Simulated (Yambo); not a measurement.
Yambo run on a free-standing WS₂ monolayer (symmetry P-6m2, slab cell 16.1 Å high). The wavefunctions come from this Quantum ESPRESSO step (PBEsol, PseudoDojo standard norm-conserving files, fully relativistic):

```
&CONTROL
  calculation = 'nscf'
  pseudo_dir = './pseudo'
  outdir = './out'
/
&SYSTEM
  ibrav = 0
  nat = 3
  ntyp = 2
  ecutwfc = 74.0
  ecutrho = 296.0
  occupations = 'fixed'
  force_symmorphic = .true.
  nbnd = 193
  noncolin = .true.
  lspinorb = .true.
  assume_isolated = '2D'
/
&ELECTRONS
  conv_thr = 3.0000000000000004e-09
  diago_full_acc = .true.
  diago_thr_init = 1e-08
/
ATOMIC_SPECIES
S 32.0600 S.upf
W 183.8400 W.upf
CELL_PARAMETERS angstrom
  3.145617214041   0.000000000000   0.000000000000
 -1.572808607020   2.724184417941   0.000000000000
  0.000000000000   0.000000000000  16.100000000000
ATOMIC_POSITIONS crystal
S   0.000000000000   0.000000000000  -0.097320283100
S   0.000000000000   0.000000000000   0.097320283100
W   0.666666666667   0.333333333333   0.000000000000
K_POINTS automatic
6 6 1 0 0 0
```

Yambo input:

```
rim_cut
gw0
dyson
el_el_corr
HF_and_locXC
ppa
em1d
rim_w
RandQpts= 1000000
RandGvec= 2 Ry
CUTGeo= "slab z"
EXXRLvcs= 74 Ry
VXCRLvcs= 296 Ry
Chimod= "HARTREE"
% BndsRnXp
 5 | 192 |
%
NGsBlkXp= 7 Ry
% LongDrXp
 1.0 | 1.0 | 0.0 |
%
RandGvecW= 1000 mRy
PPAPntXp= 27.2114 eV
% GbndRnge
 1 | 192 |
%
GTermKind= "BG"
DysSolver= "n"
ExtendOut
% QPkrange
 1 | 1 | 26 | 27 |
 4 | 4 | 26 | 27 |
 5 | 5 | 26 | 27 |
 7 | 7 | 24 | 28 |
%
```

k points by index: 1 = Γ, 4 = M, 5 = (0.167, 0.167), 7 = K.

Resulting energies as the program prints them:

```
#    K-point    Band    Eo [eV]    E [eV]    E-Eo [eV]    Vxc [eV]    Vnlxc [eV]    Sc|Eo [eV]    Sc|E [eV]    dSc/dw|Eo [eV]    Re(Z)    Im(Z)
#
    1    26    -0.309866    -0.473377    -0.163510    -14.35157    -15.19696    0.628987    0.681876    -8.791894    0.755791    -0.002973
    1    27    2.692739    3.414339    0.721601    -15.08130    -10.57602    -3.544885    -3.783685    -9.001323    0.751420    -0.003020
    4    26    -1.094947    -1.446683    -0.351736    -13.87603    -15.71569    1.373007    1.487915    -8.883752    0.753868    -0.002949
    4    27    2.703912    3.709098    1.005185    -17.45456    -12.08766    -4.018258    -4.361714    -9.294364    0.745387    -0.003154
    5    26    -0.978763    -1.079621    -0.100858    -15.12630    -16.30276    1.041843    1.075608    -9.091923    0.749545    -0.002974
    5    27    1.666958    2.366974    0.700017    -14.47694    -10.39467    -3.156503    -3.382248    -8.771643    0.756216    -0.003044
    7    24    -2.594204    -3.177622    -0.583419    -14.02469    -17.27967    2.464884    2.671560    -9.634320    0.738509    -0.003144
    7    25    -0.415997    -0.437683    -0.021686    -15.42222    -16.01965    0.568546    0.575739    -8.957144    0.752338    -0.002947
    7    26    0.000000    -0.045155    -0.045155    -14.95083    -15.24232    0.231618    0.246336    -8.839639    0.754791    -0.002938
    7    27    1.682045    2.570979    0.888934    -16.32137    -11.91793    -3.222639    -3.514503    -8.931334    0.752875    -0.003036
    7    28    1.718374    2.599808    0.881433    -16.36788    -12.08402    -3.113385    -3.402427    -8.920329    0.753104    -0.003034
```
(The two width columns are left out.) Convergence of these settings isn't established.

Geometry relaxed with PBEsol.
